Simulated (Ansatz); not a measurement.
## NaFe2O3: do energies and stresses tell the same story?

Method: DFT PBEsol, scalar-relativistic, plane waves, PAW (Ansatz).

Cutoff 420 eV; k points 12×12×6 on the computed 6-atom cell (Γ-centred); Gaussian smearing, width 0.10 eV; collinear spin from starting moments 0 3.95 3.95 0.38 0.38 0.42 μB.

Relaxed cell: P-3m1, a = 3.024 Å, b = 3.024 Å, c = 7.764 Å, α = 90.00°, β = 90.00°, γ = 120.00°, 6 atoms in the primitive cell. Whether it is the stable form of this composition wasn't checked.

Energies at zero smearing and pressures from the stress tensor, at volumes with shape and atoms relaxed:
| V (Å³/atom) | E − E(first) (meV/atom) | P (GPa) |
| --- | --- | --- |
| 9.633 | 0.00 | 9.17 |
| 9.940 | -13.10 | 4.29 |
| 10.247 | -17.31 | 0.00 |
| 10.555 | -13.69 | -3.74 |
| 10.862 | -3.39 | -6.94 |

**Question.** Check P = −dE/dV between neighbouring volumes, and get the bulk modulus from the pressures alone.

**Answer.** With 1 eV/Å³ = 160.2 GPa:
| middle V (Å³/atom) | −ΔE/ΔV (GPa) | mean P (GPa) |
| --- | --- | --- |
| 9.786 | 6.827 | 6.733 |
| 10.094 | 2.195 | 2.145 |
| 10.401 | -1.889 | -1.873 |
| 10.709 | -5.365 | -5.339 |

The two differ by 0.09 GPa at most. The mean of two end pressures misses the average over a step by about ΔV² P″/12, up to 0.05 GPa here; with that taken off 0.14 GPa remains. The stress is the derivative of the free energy, not of the energy at zero smearing, and with free energies 0.01 GPa remains. Around V = 10.247 Å³/atom, the two neighbours give B = −V ΔP/ΔV = 10.247 × 8.04 / 0.615 = 133.9 GPa, against B0 = 134.3 GPa from the Birch–Murnaghan fit of the energies.

The run saw a state lower than the one given here. Moments started parallel, and an antiferromagnetic order may lie lower.

Only this magnetic start was tried.

Cost: 6 runs of about 12 core-minutes in all, on Arm Neoverse V2 (shared hosts).